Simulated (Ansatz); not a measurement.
SiTe:
```yaml
crystal:
  lattice:
    - [4.91780, 0.00000, 0.00000]
    - [0.00000, 4.91780, 0.00000]
    - [0.00000, 0.00000, 3.93366]
  atoms:
    - { symbol: Si, position: [0.00000, 0.50000, 0.33076] }
    - { symbol: Si, position: [0.50000, 0.00000, 0.66924] }
    - { symbol: Te, position: [0.50000, 0.50000, 0.00000] }
    - { symbol: Te, position: [0.00000, 0.00000, 0.00000] }
```

Relaxed with LDA.

Problem. Which orbitals make up the states near the Fermi level in LDA in the plane-wave PAW code Ansatz?

Solution. Within 0.5 eV of the Fermi level: Te 5p 52 %, Si 3p 33 %, Si 3s 9 %. Projections are on Löwdin-orthogonalised atomic valence shells; empty p or d shells of many metals are not among them.

Problem. Tabulate the density of states.

Solution. States/eV per cell of 4 atoms, in 0.25 eV bins, energy from the Fermi level.

| E (eV) | total | Te 5p | Si 3p | Si 3s |
|---|---|---|---|---|
| -7.85 | 1.82 | 0.59 | 0.09 | 1.01 |
| -7.60 | 1.78 | 0.52 | 0.09 | 1.00 |
| -7.35 | 1.30 | 0.36 | 0.07 | 0.72 |
| -7.10 | 1.06 | 0.28 | 0.07 | 0.57 |
| -6.85 | 0.83 | 0.21 | 0.07 | 0.42 |
| -6.60 | 0.80 | 0.20 | 0.07 | 0.40 |
| -6.35 | 0.74 | 0.19 | 0.09 | 0.35 |
| -6.10 | 0.72 | 0.20 | 0.11 | 0.31 |
| -5.85 | 1.00 | 0.40 | 0.24 | 0.27 |
| -5.60 | 1.46 | 0.73 | 0.45 | 0.21 |
| -5.35 | 1.36 | 0.73 | 0.44 | 0.13 |
| -5.10 | 1.94 | 1.09 | 0.63 | 0.16 |
| -4.85 | 2.11 | 1.19 | 0.67 | 0.17 |
| -4.60 | 2.11 | 1.01 | 0.59 | 0.38 |
| -4.35 | 2.19 | 1.19 | 0.64 | 0.24 |
| -4.10 | 2.12 | 1.19 | 0.69 | 0.12 |
| -3.85 | 1.35 | 0.70 | 0.45 | 0.12 |
| -3.60 | 1.78 | 1.00 | 0.54 | 0.15 |
| -3.35 | 1.88 | 1.07 | 0.55 | 0.16 |
| -3.10 | 1.94 | 1.10 | 0.58 | 0.17 |
| -2.85 | 2.13 | 1.17 | 0.65 | 0.21 |
| -2.60 | 2.91 | 1.53 | 0.90 | 0.34 |
| -2.35 | 2.68 | 1.36 | 0.90 | 0.30 |
| -2.10 | 2.34 | 1.19 | 0.81 | 0.23 |
| -1.85 | 2.58 | 1.29 | 0.89 | 0.27 |
| -1.60 | 2.44 | 1.24 | 0.80 | 0.27 |
| -1.35 | 2.23 | 1.15 | 0.67 | 0.28 |
| -1.10 | 2.28 | 1.15 | 0.71 | 0.29 |
| -0.85 | 2.06 | 0.96 | 0.71 | 0.28 |
| -0.60 | 2.29 | 1.16 | 0.74 | 0.28 |
| -0.35 | 2.74 | 1.56 | 0.82 | 0.23 |
| -0.10 | 2.20 | 1.08 | 0.78 | 0.21 |
| 0.15 | 1.59 | 0.79 | 0.54 | 0.17 |
| 0.40 | 1.38 | 0.63 | 0.53 | 0.13 |
| 0.65 | 1.38 | 0.48 | 0.69 | 0.09 |
| 0.90 | 1.59 | 0.47 | 0.86 | 0.10 |
| 1.15 | 1.99 | 0.56 | 1.09 | 0.10 |
| 1.40 | 1.95 | 0.54 | 1.07 | 0.09 |
| 1.65 | 1.77 | 0.41 | 1.03 | 0.06 |
| 1.90 | 2.85 | 0.69 | 1.61 | 0.10 |
| 2.15 | 2.52 | 0.67 | 1.38 | 0.09 |
| 2.40 | 2.45 | 0.67 | 1.32 | 0.08 |
| 2.65 | 2.26 | 0.61 | 1.25 | 0.05 |
| 2.90 | 2.88 | 0.79 | 1.59 | 0.05 |
| 3.15 | 3.10 | 0.85 | 1.72 | 0.04 |
| 3.40 | 3.22 | 0.91 | 1.76 | 0.05 |
| 3.65 | 3.60 | 1.10 | 1.91 | 0.06 |
| 3.90 | 4.12 | 1.18 | 2.24 | 0.06 |
| 4.15 | 3.63 | 1.02 | 2.00 | 0.04 |
| 4.40 | 2.95 | 0.90 | 1.60 | 0.02 |
| 4.65 | 2.26 | 0.68 | 1.14 | 0.01 |

Space group P4/nmm. The start of the workflow was typed in or built on a structure type; neither database checked (COD, Materials Project) lists it. Its standing as an ambient phase is unchecked. The cell was relaxed with LDA under the symmetry of its start; its stability against distortions is not shown here. The volume moved by -20 % from the start of the relaxation. Its formation energy is positive at this level, so the cell may be metastable or incomplete. A crystal of weakly bound layers computed without a dispersion correction: the cell and the soft elastic constants depend strongly on that. Scalar-relativistic: spin–orbit coupling is off unless named, which matters more the heavier the elements.

Potentials: the later of the program's two PAW sets.
